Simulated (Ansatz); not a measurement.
A field-response calculation (clamped ions) of Si2GeN4 on the sites of β-Si3N4 (relaxed group Pm) with Ansatz, at the level r2SCAN. Cell and atoms come from a relaxation with r2SCAN.

Input (YAML):
```yaml
crystal:
  lattice:
    - [7.7512065623, 0.0, -0.0279376728]
    - [0.0, 2.9618578603, 0.0]
    - [-3.8997904807, 0.0, 6.7261356854]
  atoms:
    - { symbol: Si, position: [0.5917752804, 0.5, 0.8291933394] }
    - { symbol: Si, position: [0.8269360675, 0.0, 0.2290767153] }
    - { symbol: Ge, position: [0.7716603958, 0.0, 0.5984482724] }
    - { symbol: Si, position: [0.2299673716, 0.5, 0.4095671679] }
    - { symbol: Si, position: [0.1770293986, 0.5, 0.7624892086] }
    - { symbol: Ge, position: [0.4007881431, 0.0, 0.1712974256] }
    - { symbol: "N", position: [0.3352811155, 0.5, 0.667005124] }
    - { symbol: "N", position: [0.6722401499, 0.0, 0.3297383124] }
    - { symbol: "N", position: [0.7018089345, 0.5, 0.6834771857] }
    - { symbol: "N", position: [0.6659683128, 0.0, 0.9704566779] }
    - { symbol: "N", position: [0.0417564261, 0.0, 0.6953395188] }
    - { symbol: "N", position: [0.9690001884, 0.5, 0.2959275193] }
    - { symbol: "N", position: [0.2982128484, 0.0, 0.3401274657] }
    - { symbol: "N", position: [0.3175753677, 0.5, 0.0178560667] }
kpoints:
  mp_grid: { grid: [4, 8, 4] }
hamiltonian:
  xc: r2scan
scf:
  occupations: { method: fixed }
dielectric: {}
```

Task: What wall time did it need on 1 × NVIDIA H100 80GB HBM3 with 2 threads of AMD EPYC 7R13 Processor (Zen 3) (shared host), load about 0.8 per core, and what peak of host memory did it reach?

Result: About 2.6 min, with a peak of 4.6 GiB.

The log, with set-up remarks and timings taken out:
```
Functional definition: r2SCAN
  parameter k0 = 0.174
  parameter k1 = 0.065
  parameter a1 = 4.9479
  exchange = r2scan_x(k0 = k0, k1 = k1, a1 = a1)
  correlation = r2scan_c
Crystal: 14 atoms, lattice volume = 154.096 Å³
Basis set: ecut = 500 eV, 3945 PW (Γ)
Bands: 56, of which v1, the nominal top of the filled ones, is band 42 counted from 1 (41 counted from 0)
Symmetry: 2 space group operations
k-points: 68 of 128 (irreducible under 1 space group operation, time reversal used)
SCF converged after 11 iterations
Free energy (F): -14253.116505 eV
Fermi energy:    8.283243 eV
--- Dielectric response (ions clamped): 3 representative field directions + reference, inside a basis on a mesh of 128 k-points ---
  ε∞ (high-frequency dielectric tensor):
        4.195494     0.000000    -0.020894
        0.000000     4.290462     0.000000
       -0.020894     0.000000     4.228051
  Born effective charges Z* (e; rows j = field, columns β = displacement):
    site 0:
         3.54429    0.00000   -0.23554
         0.00000    3.36478    0.00000
        -0.28881    0.00000    3.41338
    site 1:
         3.29443    0.00000   -0.08456
         0.00000    3.38704    0.00000
        -0.00500    0.00000    3.49452
    site 2:
         3.37499    0.00000    0.16453
         0.00000    3.37895    0.00000
         0.10191    0.00000    3.15261
    site 3:
         3.49501    0.00000    0.14241
         0.00000    3.46108    0.00000
         0.12121    0.00000    3.19472
    site 4:
         3.14623    0.00000    0.07543
         0.00000    3.42604    0.00000
        -0.01361    0.00000    3.73468
    site 5:
         3.32214    0.00000   -0.18980
         0.00000    3.36206    0.00000
        -0.05141    0.00000    3.25415
    site 6:
        -3.05625    0.00000    0.07320
         0.00000   -1.73024    0.00000
        -0.03472    0.00000   -3.05794
    site 7:
        -2.94709    0.00000    0.09989
         0.00000   -1.69533    0.00000
         0.03598    0.00000   -2.77050
    site 8:
        -2.73300    0.00000    0.72954
         0.00000   -2.73966    0.00000
         0.79551    0.00000   -2.02200
    site 9:
        -1.62108    0.00000    0.01210
         0.00000   -2.85766    0.00000
        -0.02914    0.00000   -3.21957
    site 10:
        -2.71725    0.00000   -0.66125
         0.00000   -2.89670    0.00000
        -0.67051    0.00000   -2.03442
    site 11:
        -2.86830    0.00000   -0.65853
         0.00000   -2.86108    0.00000
        -0.61039    0.00000   -1.92750
    site 12:
        -2.67997    0.00000    0.63859
         0.00000   -2.85892    0.00000
         0.66612    0.00000   -1.92987
    site 13:
        -1.55414    0.00000   -0.10602
         0.00000   -2.74036    0.00000
        -0.01714    0.00000   -3.28226
  ε∞ is read to err by 2.5e-2, Z* by 2.6e-2 e
```

The clamped-ion dielectric constant comes out as a tensor with principal values 4.19, 4.24, 4.29. Born charges, averaged over directions: Si +3.38 to +3.44, Ge +3.30, N -2.61 to -2.47 e. The program notes that the ground state's band table doesn't vouch for all the bands that the response reads.

Spin-unpolarised throughout. Whether this structure exists isn't addressed.
